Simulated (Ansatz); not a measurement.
A plane-wave DFT run in Ansatz 0.2.0 (scalar-relativistic PAW potentials unless the input names others): input and command.

```yaml
crystal:
  lattice:
    - [0.0, 4.8943427597, 4.8943427597]
    - [4.8943427597, 0.0, 4.8943427597]
    - [4.8943427597, 4.8943427597, 0.0]
  atoms:
    - { symbol: Rb, position: [0.625, 0.625, 0.625] }
    - { symbol: Rb, position: [0.125, 0.625, 0.625] }
    - { symbol: Rb, position: [0.625, 0.625, 0.125] }
    - { symbol: Rb, position: [0.625, 0.125, 0.625] }
    - { symbol: As, position: [0.0, 0.0, 0.0] }
    - { symbol: As, position: [0.25, 0.25, 0.25] }
kpoints:
  mp_grid: { grid: [5, 5, 5] }
hamiltonian:
  xc: lda
scf:
  occupations: { method: tetrahedron }
output:
  forces: true
  eigenvalues: true
  stress: true
```

```bash
ansatz run input.yaml --threads 1 --pin off --max-ram 2560MiB --backend cpu --events-out ev --progress --plain --runs-dir out
```

Abridged log:
```
Warning: output.forces, output.stress, relax.cell or npt_langevin: where a Kohn–Sham band that disperses or a degenerate level is filled in part under the method tetrahedron, the forces or the stress that this run publishes need not agree with its energy (scf.occupations.method in the input reference, under Limitations); prefer a smearing scheme for the forces or the stress
band count auto-derived: 41 (N_el = 66.0; filled up to band 33; 40 by the electrons, moments and atoms)
Pseudopotentials: kind: paw
Pseudopotential: Rb, paw, valence charge 9, recommended cutoff 420 eV (normal)
Pseudopotential: As, paw, valence charge 15, recommended cutoff 420 eV (normal)
Functional definition: SPW92
Crystal: 6 atoms, lattice volume = 234.484 Å³
Basis set: ecut = 420 eV, 4621 PW (Γ)
Bands: 41, of which v1, the nominal top of the filled ones, is band 33 counted from 1 (32 counted from 0)
Symmetry: 48 space group operations
Space group: Fd-3m (ITA 227), of the structure as read, at distance tolerance 6.2e-5 Å
k-points: 10 of 125
Initial density: superposition of atomic densities (neutral atoms: chi_scale 0, normalization atom), corrected by the library's trained network
Initial wavefunctions: pseudopotential atomic-orbital guess
Functional: x = slater, c = lda
SCF iter   1: F=—  HF=-22227.977964 eV  |F-HF|=—  |Δ(HF+E_count)|=         —  Δρ=4.45e-3  dr2=1.20e-1  ethr=1.77e-3  ⟨swp⟩=11.8  Hψ=2246  notcnv=0
SCF iter   2: F=—  HF=-22227.961671 eV  |F-HF|=—  |Δ(HF+E_count)|=   1.63e-2  Δρ=2.36e-3  dr2=3.37e-2  ethr=1.82e-4  ⟨swp⟩=1.8  Hψ=505  notcnv=0  defer=15
SCF iter   3: F=—  HF=-22227.954425 eV  |F-HF|=—  |Δ(HF+E_count)|=   7.25e-3  Δρ=6.95e-4  dr2=5.54e-3  ethr=5.11e-5  ⟨swp⟩=3.5  Hψ=778  notcnv=0  defer=20
SCF iter   4: F=—  HF=-22227.952343 eV  |F-HF|=—  |Δ(HF+E_count)|=   2.08e-3  Δρ=3.64e-4  dr2=8.39e-4  ethr=8.40e-6  ⟨swp⟩=2.9  Hψ=805  notcnv=0  defer=20
SCF iter   5: F=—  HF=-22227.951752 eV  |F-HF|=—  |Δ(HF+E_count)|=   5.91e-4  Δρ=1.46e-4  dr2=8.19e-5  ethr=1.27e-6  ⟨swp⟩=3.0  Hψ=531  notcnv=0  defer=20
SCF iter   6: F=—  HF=-22227.951682 eV  |F-HF|=—  |Δ(HF+E_count)|=   6.98e-5  Δρ=3.21e-5  dr2=3.90e-6  ethr=1.24e-7  ⟨swp⟩=2.0  Hψ=513  notcnv=0  defer=20
SCF iter   7: F=—  HF=-22227.951672 eV  |F-HF|=—  |Δ(HF+E_count)|=   9.65e-6  Δρ=7.97e-6  dr2=1.90e-7  ethr=5.90e-9  ⟨swp⟩=2.9  Hψ=683  notcnv=0  defer=20
SCF iter   8: F=-22227.951673 eV  HF=-22227.951673 eV  |F-HF|=1.71e-8  |Δ(HF+E_count)|=   9.02e-7  Δρ=2.17e-6  dr2=3.27e-8  ethr=1.52e-10  ⟨swp⟩=7.6  Hψ=1591  notcnv=0
SCF 1 converged in 8 iterations: F = -22227.951673 eV  dr2 = 3.27e-8
SCF converged after 8 iterations
Stability not checked: this state was not tested for a lower state beside it, because cold or Methfessel-Paxton smearing, or corrected tetrahedra, fill the levels in a way that the test cannot read (fill_not_monotonic; see scf.lower_state_search)
Free energy (F): -22227.951673 eV
Harris-Foulkes:  -22227.951673 eV  (|F-HF|=1.71e-8)
Internal energy: -22227.949078 eV  (E = F + TS)
E sigma→0 (E₀):  -22227.951673 eV
Entropy (-TS):   -0.002595 eV (-0.432 meV/atom)
Fermi energy:    5.304206 eV
--- Forces (eV/Å), atoms counted from 1 ---
  atom   1  Rb     0.00000000     0.00000000     0.00000000
  atom   2  Rb     0.00000000     0.00000000     0.00000000
  atom   3  Rb     0.00000000     0.00000000     0.00000000
  atom   4  Rb     0.00000000     0.00000000     0.00000000
  atom   5  As     0.00000000     0.00000000     0.00000000
  atom   6  As     0.00000000     0.00000000     0.00000000
--- Stress (GPa, compression-positive) ---
       -1.976135       0.000000       0.000000
        0.000000      -1.976135       0.000000
        0.000000       0.000000      -1.976135
  P = ⅓ Tr σ = -1.9761 GPa (-19.761 kbar)
```

Apart from outputs, empty bands and the relaxation, which only the reference makes, the input differs from a reference run on usual settings in scf.occupations.width: 0.1 → not typed; scf.occupations.method: "gaussian" → "tetrahedron"; kpoints.mp_grid.grid: [8, 8, 8] → [5, 5, 5]; hamiltonian.xc: "pbe" → "lda"; basis.ecutwfc: 420 → not typed. The reference, at the same geometry, ended its own course with pressure 0.03 GPa, largest force 0.000 eV/Å, no gap on the mesh. This run converged in 8 SCF iterations with a total energy on another zero, pressure -1.98 GPa, largest force 0.000 eV/Å, no gap on the mesh. Its k mesh is looser than usual. The Hamiltonian differs as well, so the change in the result can't be put down to that alone.

Time: 3.3 s on 1 thread of Intel(R) Xeon(R) 6975P-C (Granite Rapids), with other jobs on the host, peak memory 0.44 GiB.